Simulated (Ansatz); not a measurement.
NiSi (MnP type, space group Pnma)

```cif
data_Ni4Si4
_chemical_formula_sum 'Ni4 Si4'
_space_group_name_H-M_alt 'P 1'
_space_group_IT_number 1
_cell_length_a 5.12299
_cell_length_b 3.34183
_cell_length_c 5.56815
_cell_angle_alpha 90.000
_cell_angle_beta 90.000
_cell_angle_gamma 90.000
loop_
_space_group_symop_operation_xyz
  'x, y, z'
loop_
_atom_site_label
_atom_site_type_symbol
_atom_site_fract_x
_atom_site_fract_y
_atom_site_fract_z
_atom_site_occupancy
Ni1 Ni 0.50763 0.25000 0.68873 1
Ni2 Ni 0.00763 0.25000 0.81127 1
Ni3 Ni 0.49237 0.75000 0.31127 1
Ni4 Ni 0.99237 0.75000 0.18873 1
Si1 Si 0.67882 0.25000 0.08326 1
Si2 Si 0.17882 0.25000 0.41674 1
Si3 Si 0.32118 0.75000 0.91674 1
Si4 Si 0.82118 0.75000 0.58326 1
```

E(V) scan at fixed shape, V₀ the volume above. The atoms relax within the cell's symmetry.

All values below come from r2SCAN (plane waves to 500 eV, PAW, scalar-relativistic; Ansatz, a program for electronic structure). k mesh 9×14×9 (Γ-centred), Fermi-Dirac smearing 0.05 eV. The energy includes the smearing's −TS. With the shape held, the modulus is that of even scaling; a crystal free to change shape is softer. NiSi is run without spin polarisation. NiSi was relaxed with its symmetry unable to fall. The PAW data are Ansatz's earlier set. The zero of ΔE is the relaxed starting cell. The last digit holds for this mesh only.

| V (Å³/atom) | ΔE (meV/atom) |
|---|---|
| 10.009 | 239.7 |
| 10.327 | 157.1 |
| 10.645 | 95.1 |
| 10.963 | 50.6 |
| 11.280 | 21.3 |
| 11.598 | 5.1 |
| 11.916 | 0.0 |
| 12.234 | 4.6 |
| 12.551 | 17.4 |
| 12.869 | 37.3 |
| 13.187 | 63.3 |
| 13.505 | 94.4 |
| 13.822 | 130.0 |

**Question.** What is the fitted pressure derivative B₀′?

**Answer.** 4.7.

**Question.** What bulk modulus at fixed cell shape B₀ follows from a third-order Birch-Murnaghan fit?

**Answer.** 181 GPa. Check by three points about V = 11.916 Å³/atom, step 0.635: d²E/dV² ≈ (21 − 2·0 + 17) meV / 0.635² = 0.0941 eV/Å⁶, and V·d²E/dV² × 160.2 = 180 GPa.

(Under strain, the slope of the energy per volume gives the stress and its curvature an elastic modulus.)
